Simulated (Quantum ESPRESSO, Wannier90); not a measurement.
**Wannierisation of ZrS2 (CdI2 type)**

```
CELL_PARAMETERS angstrom
      3.69138     0.00000     0.00000
     -1.84569     3.19683     0.00000
      0.00000     0.00000     6.04108
ATOMIC_POSITIONS crystal
  Zr 0.00000 0.00000 0.00000
  S  0.66667 0.33333 0.76209
  S  0.33333 0.66667 0.23791
```

Structure: Materials Project mp-1186, symmetrised, not relaxed again. Not found in the COD (Crystallography Open Database) copy used; not checked further. Computed values, not measurements, from PBEsol: Quantum ESPRESSO (norm-conserving PseudoDojo potentials, cutoff 53 Ry, no spin polarisation, no spin-orbit coupling) on a Γ-centred 12×12×4 mesh, then Wannier90. Density: 12×12×6 mesh, cold smearing 0.01 Ry. The cell is built of weakly bound layers, chains or molecules, whose nearest atoms lie 3.82 Å apart. Database cells relaxed without dispersion often hold them too far apart, which can enlarge gaps and weakens couplings between them; spacing and stacking were not compared with the measured crystal.

Functional, cutoff and mesh named above are those of the base row (12×12×4); the first column says what each row takes instead. Model: 8 functions from bands 5-12, start SCDM (isolated) (the valence bands). Energies are relative to the valence-band maximum; the misfit is to pw.x on a path, for all bands of the set. Only the mesh of Bloch states changes. Ω_total can sit in another minimum from row to row; Ω_I of an isolated set cannot.

```json
[
 {"mesh": "5×5×2", "Ω_I (Å²)": "11.37", "Ω_total (Å²)": "13.54", "rms misfit (meV)": "24", "k-points (cost)": "50", "rough cost of nscf and overlaps (first row = 1)": "1.0"},
 {"mesh": "6×6×2", "Ω_I (Å²)": "11.76", "Ω_total (Å²)": "13.93", "rms misfit (meV)": "12", "k-points (cost)": "72", "rough cost of nscf and overlaps (first row = 1)": "1.3"},
 {"mesh": "8×8×3", "Ω_I (Å²)": "12.50", "Ω_total (Å²)": "14.67", "rms misfit (meV)": "7.9", "k-points (cost)": "192", "rough cost of nscf and overlaps (first row = 1)": "3"},
 {"mesh": "10×10×3", "Ω_I (Å²)": "12.74", "Ω_total (Å²)": "14.89", "rms misfit (meV)": "7.2", "k-points (cost)": "300", "rough cost of nscf and overlaps (first row = 1)": "5"},
 {"mesh": "12×12×4", "Ω_I (Å²)": "12.99", "Ω_total (Å²)": "15.13", "rms misfit (meV)": "0.7", "k-points (cost)": "576", "rough cost of nscf and overlaps (first row = 1)": "9"},
 {"mesh": "14×14×5", "Ω_I (Å²)": "13.14", "Ω_total (Å²)": "15.26", "rms misfit (meV)": "0.7", "k-points (cost)": "980", "rough cost of nscf and overlaps (first row = 1)": "15"}
]
```
